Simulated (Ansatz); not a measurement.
KMnF₃ (Pm-3m)

Level of theory: PBEsol+U, U_eff = 4.0 eV (Dudarev form) on Mn d, fully localised double counting, collinear spin, scalar-relativistic, 420 eV, PAW set soft_2 (made for PBE), 5×5×5 mesh, Gaussian smearing of 0.05 eV; plane-wave PAW code Ansatz.

```
K Mn F
1.0
     4.18690    0.00000    0.00000
     0.00000    4.18690    0.00000
     0.00000    0.00000    4.18690
K Mn F
1 1 3
Direct
  0.50000 0.50000 0.50000
  0.00000 0.00000 0.00000
  0.50000 0.00000 0.00000
  0.00000 0.50000 0.00000
  0.00000 0.00000 0.50000
```

The structure is that of a measured cell (COD), unrelaxed.

Cell and atoms stay fixed. Atoms count from 1 in the text and from 0 in parts of the program's output.

Two runs on this cell converged from different starts. The ends of their outputs, energies left out (λ are the eigenvalues of a shell's occupation matrix):

Run A:

```
Magnetization: 5.0000 μB (25.0000 up, 20.0000 down)
Absolute magnetization: 5.0025 μB (∫|ρ↑−ρ↓|, with the PAW one-centre terms)
Per-site moments (μB) at R_I (Å): [(0.00070, 1.22124), (4.20459, 0.86355), (0.05372, 0.86355), (0.05372, 0.86355), (0.05372, 0.86355)]
Fermi energy:    7.140118 eV
--- Forces (eV/Å), atoms counted from 1 ---
  atom   1  K      0.00000000     0.00000000     0.00000000
  atom   2  Mn     0.00000000     0.00000000     0.00000000
  atom   3  F      0.00000000     0.00000000     0.00000000
  atom   4  F      0.00000000     0.00000000     0.00000000
  atom   5  F      0.00000000     0.00000000     0.00000000
--- Stress (GPa, compression-positive) ---
        0.997376       0.000000       0.000000
        0.000000       0.997376       0.000000
        0.000000       0.000000       0.997376
  P = ⅓ Tr σ = 0.9974 GPa (9.974 kbar)
--- Löwdin populations: 5 sites ---
  site symbol       q [e]    m [muB]
     0      K      8.1832     0.0030
     1     Mn     13.5815     4.7767
     2      F      7.6882     0.0658
     3      F      7.6882     0.0658
     4      F      7.6882     0.0658
--- Occupation matrices: 1 shell (run DFT+U table (all-electron-ortho-atomic); ε = 1.57e-4) ---
  Mn1 d_3D up     Tr n = 4.9867  λ = 0.995 0.995 0.999 0.999 0.999
  Mn1 d_3D dn     Tr n = 0.2224  λ = 0.026 0.026 0.026 0.072 0.072
```

Run B:

```
Magnetization: 3.0000 μB (24.0000 up, 21.0000 down)
Absolute magnetization: 3.3957 μB (∫|ρ↑−ρ↓|, with the PAW one-centre terms)
Per-site moments (μB) at R_I (Å): [(0.00053, 1.22124), (2.51254, 0.86355), (-0.01457, 0.86355), (-0.01457, 0.86355), (0.05972, 0.86355)]
Fermi energy:    7.928781 eV
--- Forces (eV/Å), atoms counted from 1 ---
  atom   1  K      0.00000000     0.00000000     0.00000000
  atom   2  Mn     0.00000000     0.00000000     0.00000000
  atom   3  F      0.00000000     0.00000000     0.00000000
  atom   4  F      0.00000000     0.00000000     0.00000000
  atom   5  F      0.00000000     0.00000000     0.00000000
--- Stress (GPa, compression-positive) ---
        0.481203       0.000000       0.000000
        0.000000       0.481203       0.000000
        0.000000       0.000000       0.467779
  P = ⅓ Tr σ = 0.4767 GPa (4.767 kbar)
--- Löwdin populations: 5 sites ---
  site symbol       q [e]    m [muB]
     0      K      8.1816     0.0030
     1     Mn     13.6288     2.9498
     2      F      7.6717    -0.0185
     3      F      7.6717    -0.0185
     4      F      7.6802     0.0717
--- Occupation matrices: 1 shell (run DFT+U table (all-electron-ortho-atomic); ε = 1.22e-3) ---
  Mn1 d_3D up     Tr n = 4.0962  λ = 0.107 0.992 0.999 0.999 0.999
  Mn1 d_3D dn     Tr n = 1.1594  λ = 0.028 0.029 0.029 0.081 0.993
```

Question: Which run lies higher in energy, by how much, and why?

Answer: Run B, by 430.7 meV/atom. Run B has 5 filled d spin orbitals, 3 more of one spin than of the other, a gap of 1.24 eV and a whole-number cell moment of 3 μB, as a collinear insulator must have; run A has 5 d electrons in filled orbitals, 5 of them unpaired, the high-spin filling, a gap of 2.70 eV and a whole-number cell moment of 5 μB, as a collinear insulator must have. Run B kept 16 symmetry operations, run A 48. On Mn2, N↑ − N↓ is 2.94 in size in run B against 4.76 in run A: with fewer parallel spins, run B lacks part of the exchange energy behind Hund's first rule. With J = 0 the Hubbard energy is (U/2) Σ λ(1 − λ), a penalty on fractional natural occupations. The sums Σ λ(1 − λ) over the cell's shells are 0.22 for run A and 0.27 for run B, which at U/2 = 2.00 eV give 0.45 and 0.54 eV per cell. Of the difference of 2.15 eV per cell, the Hubbard term gives 0.09 eV and all other terms 2.06 eV, so the Hubbard term itself makes little of it, though U shapes both states. The other terms are taken on each state's own density, so they aren't the result of a run without U.

With one Mn ion in the cell, Mn moments can't oppose each other.

Run B started from: random orbitals: single harmonics, lower spin (4+1 electrons), moments Mn2 3.00 μB, occupations held until the density converged. Run A started from atoms, default search, moments Mn2 5.00 μB. At this level the cell was started in 6 ways. Run A holds the lowest state found for this cell, which doesn't make it the ground state. U wasn't fitted or computed for this material, so the results show what this U gives and needn't match the real solid. A gap on the mesh alone may shrink between mesh points.
